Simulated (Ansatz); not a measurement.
A relaxation computed with Ansatz, from input to last step.

```yaml
crystal:
  lattice:
    - [-5.50792156, -5.50792156, 0.0]
    - [0.0, 5.50792156, 5.50792156]
    - [-5.50792156, 5.50792156, -5.50792156]
  atoms:
    - { symbol: Al, position: [0.8323787426, 0.1639515695, 0.6653129408] }
    - { symbol: Al, position: [0.3282921595, 0.1684972356, 0.6664090016] }
    - { symbol: Al, position: [0.500656182, 0.5030677549, 0.9973688991] }
    - { symbol: Al, position: [0.8369803525, 0.6710998699, 0.6674642341] }
    - { symbol: Al, position: [0.3315143208, 0.663465511, 0.6672364403] }
    - { symbol: Al, position: [0.1703030259, 0.8393670455, 0.3355302534] }
    - { symbol: P, position: [0.1658704271, 0.3289234876, 0.584137507] }
    - { symbol: P, position: [0.4998853469, 0.4991717415, 0.2497777206] }
    - { symbol: Ga, position: [0.5028226084, 0.9982018376, 0.0006079391] }
    - { symbol: Ga, position: [0.9980971526, 0.9943588952, 0.9957700302] }
    - { symbol: Ga, position: [0.674875343, 0.3352975569, 0.3320273308] }
    - { symbol: Ga, position: [0.167378847, 0.3328085179, 0.3336343111] }
    - { symbol: Ga, position: [0.994001092, 0.500146492, 0.0001512047] }
    - { symbol: Ga, position: [0.6686877999, 0.8313107703, 0.3340770609] }
    - { symbol: As, position: [0.3364219701, 0.1713769023, 0.9165701544] }
    - { symbol: As, position: [0.8348377307, 0.1634027587, 0.9172424217] }
    - { symbol: As, position: [0.6627450375, 0.3279935563, 0.5814250256] }
    - { symbol: As, position: [0.9986167674, 0.500012941, 0.2495501767] }
    - { symbol: As, position: [0.3317095019, 0.6615099347, 0.9130398983] }
    - { symbol: As, position: [0.8336743139, 0.6695224583, 0.9150734108] }
    - { symbol: As, position: [0.6685669768, 0.8345709438, 0.581914124] }
    - { symbol: As, position: [0.1657810215, 0.8357660256, 0.5829803338] }
    - { symbol: As, position: [0.4980924236, 0.004610096, 0.2525940582] }
    - { symbol: As, position: [0.0006377828, 0.0048848963, 0.2489386765] }
  symmetry: { detect: false }
basis:
  ecutwfc: 420
kpoints:
  mp_grid: { grid: [2, 2, 2], shift: [0.5, 0.5, 0.5] }
hamiltonian:
  xc: pbe
scf:
  occupations: { method: gaussian, width: 0.1 }
  lower_state_search: "off"
output:
  forces: true
  stress: true
  eigenvalues: true
relax:
  adjacent_minimum: "off"
  f_tol: 0.04
  max_steps: 50
  cell: { stress_tol: 0.3 }
```

```bash
ansatz run input.yaml --threads 4 --pin off --max-ram 9216MiB --backend cpu --events-out ev --progress --plain --runs-dir out
```

Computed with DFT PBE, scalar-relativistic, plane waves, PAW in Ansatz 0.2.0.

Of 5 frames 5 are shown, positions in Å and forces in eV/Å; the SCF threshold varies from step to step. Steps run on the plane waves of an earlier cell, with a Pulay correction in the pressure. The basis is chosen afresh for the last frame, the zero of the energies, and at times for earlier ones too; energy and pressure step there, also at an unchanged geometry.

```xyz
24
Lattice="-5.5079 -5.5079 0.0000 0.0000 5.5079 5.5079 -5.5079 5.5079 -5.5079" Properties=species:S:1:pos:R:3:forces:R:3 pbc="T T T" step=1 free_energy_over_end_meV_per_atom=69.54 pressure_GPa=8.62
Al   -8.2492   -0.0172   -2.7615   -0.4865   -0.1253    0.4692
Al   -5.4787    2.7904   -2.7425   -0.0274    0.0020    0.1968
Al   -8.2510    5.5067   -2.7226   -0.6794    0.5525   -0.7538
Al   -8.2864    2.7627    0.0200    0.6326   -0.4209   -0.2642
Al   -5.5010    5.5034   -0.0208    0.6168   -0.6289    0.0828
Al   -2.7861    5.5332    2.7751    0.6356    0.0010   -0.1301
P    -4.1310    4.1155   -1.4057    0.2443    0.3710    0.4436
P    -4.1291    1.3718    1.3736   -0.0395   -0.1741    0.1283
Ga   -2.7729    2.7319    5.4947    0.2885    0.1735   -0.0694
Ga  -10.9821    5.4640   -0.0078   -0.8022    0.3900    0.2465
Ga   -5.5459   -0.0416    0.0180    0.7468    0.9665    0.2858
Ga   -2.7595    2.7488   -0.0045   -0.8127    0.1434    0.2359
Ga   -5.4757   -2.7193    2.7539   -0.2093   -0.4449   -0.0798
Ga   -5.5232    2.7358    2.7387    0.7748   -0.2546   -0.0435
As   -6.9014    4.1393   -4.1045    0.0535   -0.2518   -0.3163
As   -9.6503    1.3539   -4.1521    0.1823    0.0975    0.3974
As   -6.8528    1.3587   -1.3959   -0.4385    0.4514    0.2361
As   -6.8748   -1.3718    1.3795   -0.7267   -0.1078    0.5283
As   -6.8560    6.8455   -1.3854   -0.0944    0.7157   -0.0489
As   -9.6320    4.1360   -1.3525    0.2709   -0.1577   -0.3865
As   -6.8876    4.1195    1.3916    0.1384    0.1543   -0.4775
As   -4.1241    6.9012    1.3923   -0.3313   -0.1758   -0.2602
As   -4.1347   -1.3268   -1.3659   -0.0847   -0.7720   -0.1565
As   -1.3746    1.3945   -1.3442    0.1483   -0.5050   -0.2639
24
Lattice="-5.6780 -5.5532 0.0434 -0.0462 5.5560 5.6830 -5.7057 5.6243 -5.7051" Properties=species:S:1:pos:R:3:forces:R:3 pbc="T T T" step=2 free_energy_over_end_meV_per_atom=3.58 pressure_GPa=1.23
Al   -8.5374   -0.0080   -2.7707   -0.0726   -0.0141    0.0803
Al   -5.6579    2.8554   -2.7909   -0.0975   -0.0461   -0.0422
Al   -8.5970    5.6674   -2.8860   -0.1401    0.0526   -0.0786
Al   -8.5879    2.8296    0.0177    0.1828   -0.0296   -0.0542
Al   -5.7089    5.5700   -0.0485    0.1118   -0.1139    0.0910
Al   -2.9235    5.5895    2.8438    0.2594   -0.0143   -0.0401
P    -4.2745    4.1957   -1.4069    0.0504    0.0920    0.0593
P    -4.2908    1.4228    1.4330    0.0212   -0.1802   -0.0481
Ga   -2.8819    2.7550    5.7153    0.1881    0.0506    0.0229
Ga  -11.4257    5.6174    0.0216   -0.1868    0.0862    0.0975
Ga   -5.6923    0.0171    0.0523    0.1828    0.2853    0.0624
Ga   -2.9137    2.7762   -0.0045   -0.0948    0.1569    0.0651
Ga   -5.7026   -2.7614    2.8596   -0.0327   -0.1235    0.0777
Ga   -5.7102    2.7629    2.8230    0.1496    0.0590    0.0906
As   -7.1183    4.2345   -4.2253   -0.0254    0.0091   -0.1304
As   -9.9401    1.4251   -4.2175   -0.0794    0.0099    0.0512
As   -7.1085    1.4336   -1.3843   -0.0633    0.0871   -0.0122
As   -7.1429   -1.3512    1.4540   -0.1871   -0.1168    0.1242
As   -7.1424    6.9880   -1.4379   -0.0392    0.1471   -0.0707
As   -9.9922    4.2596   -1.4110    0.1059   -0.0309   -0.1472
As   -7.1409    4.2044    1.4390    0.0058    0.0518   -0.1130
As   -4.3196    6.9987    1.4127   -0.1646   -0.0282   -0.0283
As   -4.2537   -1.3646   -1.3885   -0.0937   -0.2062   -0.0382
As   -1.4321    1.4193   -1.4236    0.0194   -0.1838   -0.0190
24
Lattice="-5.7053 -5.6410 0.0182 -0.0173 5.6400 5.7029 -5.7138 5.6678 -5.7134" Properties=species:S:1:pos:R:3:forces:R:3 pbc="T T T" step=3 free_energy_over_end_meV_per_atom=0.87 pressure_GPa=0.11
Al   -8.5685   -0.0369   -2.7859   -0.0440   -0.0088   -0.0114
Al   -5.6816    2.8781   -2.8107   -0.0382   -0.0459   -0.0404
Al   -8.6178    5.7182   -2.9049   -0.0583   -0.0166   -0.0222
Al   -8.5794    2.8396    0.0084    0.0353   -0.0162   -0.0113
Al   -5.6982    5.6208   -0.0398    0.0269   -0.0362    0.0330
Al   -2.8843    5.6505    2.8511    0.0515   -0.0310   -0.0188
P    -4.2876    4.2364   -1.4168    0.0490    0.0311    0.0495
P    -4.2882    1.4312    1.4187   -0.0049   -0.0391    0.0013
Ga   -2.8474    2.7945    5.7349    0.0201    0.0102   -0.0187
Ga  -11.4378    5.6662    0.0104   -0.0479    0.0330    0.0008
Ga   -5.6872    0.0246    0.0455    0.0432    0.0692   -0.0135
Ga   -2.9181    2.8248   -0.0051   -0.0131    0.0414   -0.0120
Ga   -5.7181   -2.8201    2.8660   -0.0067   -0.0509    0.0186
Ga   -5.6895    2.7915    2.8298    0.0124    0.0177    0.0564
As   -7.1403    4.2718   -4.2528    0.0261   -0.0215    0.0016
As   -9.9765    1.4055   -4.2411    0.0083   -0.0039    0.0385
As   -7.1281    1.4304   -1.4097   -0.0011    0.0234    0.0258
As   -7.1527   -1.4021    1.4365   -0.0743    0.0082    0.0360
As   -7.1514    7.0445   -1.4435    0.0077    0.0671   -0.0017
As   -9.9972    4.2764   -1.4340    0.0225    0.0038   -0.0344
As   -7.1388    4.2403    1.4342    0.0022    0.0118   -0.0226
As   -4.3134    7.0731    1.4201   -0.0272    0.0158   -0.0154
As   -4.2656   -1.4129   -1.4006   -0.0130   -0.0374   -0.0240
As   -1.4400    1.4217   -1.4298    0.0235   -0.0250   -0.0152
24
Lattice="-5.7067 -5.6193 0.0332 -0.0333 5.6193 5.7079 -5.7251 5.6709 -5.7262" Properties=species:S:1:pos:R:3:forces:R:3 pbc="T T T" step=4 free_energy_over_end_meV_per_atom=0.65 pressure_GPa=-0.01
Al   -8.5892   -0.0252   -2.7864    0.0071    0.0064    0.0138
Al   -5.6936    2.8753   -2.8165    0.0088    0.0046    0.0100
Al   -8.6487    5.7096   -2.9166    0.0057    0.0045    0.0162
Al   -8.5942    2.8479    0.0109   -0.0023   -0.0002    0.0019
Al   -5.7186    5.6125   -0.0371    0.0055   -0.0029   -0.0003
Al   -2.9002    5.6288    2.8408    0.0025    0.0093    0.0115
P    -4.2960    4.2379   -1.4125   -0.0279   -0.0167   -0.0271
P    -4.2975    1.4360    1.4306   -0.0063    0.0155   -0.0200
Ga   -2.8590    2.7887    5.7443    0.0001   -0.0021   -0.0035
Ga  -11.4698    5.6799    0.0178   -0.0028   -0.0016   -0.0025
Ga   -5.6941    0.0468    0.0518    0.0109    0.0111   -0.0047
Ga   -2.9259    2.8284   -0.0067   -0.0011   -0.0179    0.0024
Ga   -5.7336   -2.8190    2.8898   -0.0018   -0.0050    0.0004
Ga   -5.7060    2.7901    2.8525   -0.0031   -0.0015    0.0075
As   -7.1441    4.2787   -4.2587   -0.0114   -0.0025    0.0125
As   -9.9871    1.4303   -4.2357   -0.0091   -0.0075   -0.0009
As   -7.1445    1.4406   -1.4065    0.0098   -0.0019   -0.0044
As   -7.1591   -1.3890    1.4505   -0.0145   -0.0081    0.0102
As   -7.1801    7.0360   -1.4470    0.0064    0.0072   -0.0022
As  -10.0235    4.2842   -1.4278    0.0156    0.0013   -0.0131
As   -7.1559    4.2386    1.4456   -0.0031    0.0002   -0.0031
As   -4.3315    7.0643    1.4140    0.0048    0.0001    0.0129
As   -4.2669   -1.3954   -1.3922    0.0040   -0.0179   -0.0188
As   -1.4465    1.4166   -1.4355    0.0021    0.0259    0.0014
24
Lattice="-5.7067 -5.6193 0.0332 -0.0333 5.6193 5.7079 -5.7251 5.6709 -5.7262" Properties=species:S:1:pos:R:3:forces:R:3 pbc="T T T" step=5 free_energy_over_end_meV_per_atom=0.00 pressure_GPa=0.02
Al   -8.5892   -0.0252   -2.7864    0.0069    0.0062    0.0139
Al   -5.6936    2.8753   -2.8165    0.0088    0.0046    0.0100
Al   -8.6487    5.7096   -2.9166    0.0057    0.0044    0.0161
Al   -8.5942    2.8479    0.0109   -0.0023   -0.0003    0.0018
Al   -5.7186    5.6125   -0.0371    0.0055   -0.0031   -0.0005
Al   -2.9002    5.6288    2.8408    0.0022    0.0093    0.0113
P    -4.2960    4.2379   -1.4125   -0.0278   -0.0167   -0.0270
P    -4.2975    1.4360    1.4306   -0.0063    0.0156   -0.0200
Ga   -2.8590    2.7887    5.7443    0.0000   -0.0021   -0.0036
Ga  -11.4698    5.6799    0.0178   -0.0028   -0.0015   -0.0026
Ga   -5.6941    0.0468    0.0518    0.0111    0.0112   -0.0046
Ga   -2.9259    2.8284   -0.0067   -0.0015   -0.0180    0.0024
Ga   -5.7336   -2.8190    2.8898   -0.0018   -0.0050    0.0003
Ga   -5.7060    2.7901    2.8525   -0.0029   -0.0017    0.0072
As   -7.1441    4.2787   -4.2587   -0.0114   -0.0025    0.0125
As   -9.9871    1.4303   -4.2357   -0.0091   -0.0074   -0.0009
As   -7.1445    1.4406   -1.4065    0.0099   -0.0019   -0.0042
As   -7.1591   -1.3890    1.4505   -0.0144   -0.0080    0.0102
As   -7.1801    7.0360   -1.4470    0.0065    0.0073   -0.0022
As  -10.0235    4.2842   -1.4278    0.0155    0.0014   -0.0131
As   -7.1559    4.2386    1.4456   -0.0029    0.0001   -0.0030
As   -4.3315    7.0643    1.4140    0.0049    0.0002    0.0130
As   -4.2669   -1.3954   -1.3922    0.0040   -0.0178   -0.0187
As   -1.4465    1.4166   -1.4355    0.0022    0.0259    0.0015
```

It took 110 s on 4 threads of Intel(R) Xeon(R) Processor @ 2.70GHz, with other jobs on the host, peak memory 1.8 GiB.

The k mesh is coarse.